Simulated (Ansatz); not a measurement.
SiO2:
```xyz
12
Lattice="4.9317 0.0000 0.0000 0.0000 8.2076 0.0000 -2.4643 0.0000 4.4097" Properties=species:S:1:pos:R:3 pbc="T T T"
Si     2.0184     7.7021     1.4468
Si     0.4490     3.5983     2.9629
Si    -0.4469     0.5260     2.9663
Si     2.9143     4.6298     1.4434
O      3.2592     0.4088     1.9257
O     -0.7918     4.5126     2.4840
O      1.5212     0.0118     0.0024
O      0.9462     4.1156     4.4073
O      1.6740     3.7140     1.9213
O      0.7934     7.8178     2.4884
O      0.0014     2.0621     3.0499
O      2.4659     6.1659     1.3598
```

Relaxed with r²SCAN. r²SCAN (plane waves, PAW; program Ansatz) gives a gap of 6.33 eV.

Problem. What gap does HSE06 give on the same cell (Ansatz, PAW)?

Solution. 7.49 eV, 1.16 eV more. The hybrid was solved on a coarser mesh and at special points; its gap is the smallest among all of these.

| k | v1 r²SCAN | c1 r²SCAN | v1 HSE06 | c1 HSE06 |
|---|---|---|---|---|
| Γ | 0.00 | 6.33 | 0.00 | 7.49 |
| Z | -0.29 | 7.22 | [?] | [?] |
| B | 0.00 | 8.76 | 0.00 | 9.94 |
| Y2 | -0.15 | 8.89 | [?] | [?] |
| D | -0.35 | 9.14 | [?] | [?] |
| A | -0.14 | 8.90 | -0.15 | 10.07 |
| C2 | -0.42 | 9.14 | [?] | [?] |

Problem. Top valence (v1) and lowest conduction level (c1) in eV from each method's valence maximum (which need not be a listed point): supply the withheld HSE06 values.

Solution. 
- Z, v1 HSE06: -0.30
- Z, c1 HSE06: 8.38
- D, v1 HSE06: -0.36
- D, c1 HSE06: 10.31
- Y2, v1 HSE06: -0.15
- Y2, c1 HSE06: 10.07
- C2, v1 HSE06: -0.44
- C2, c1 HSE06: 10.31

Cost on shared cores: the r²SCAN run (SCF on a 7×4×6 mesh, then bands and DOS) roughly 7 core-minutes, the HSE06 run (SCF on 4×2×4, then a few points) very roughly 4 core-minutes; the tasks are unlike.

Space group C222_1. The workflow started from a Materials Project entry (that database holds measured and hypothetical structures alike); the Crystallography Open Database files this formula in space group No. 20, but the cells were not matched. It is not the phase usual at ambient conditions (space group No. 92, 152, 154). Symmetry was held in the r²SCAN relaxation; of distortions, only those at the zone centre were tested. Point labels and valley counts follow the cell and symmetry of the run, lower than the named group.

Potentials: the earlier of the program's two PAW sets.
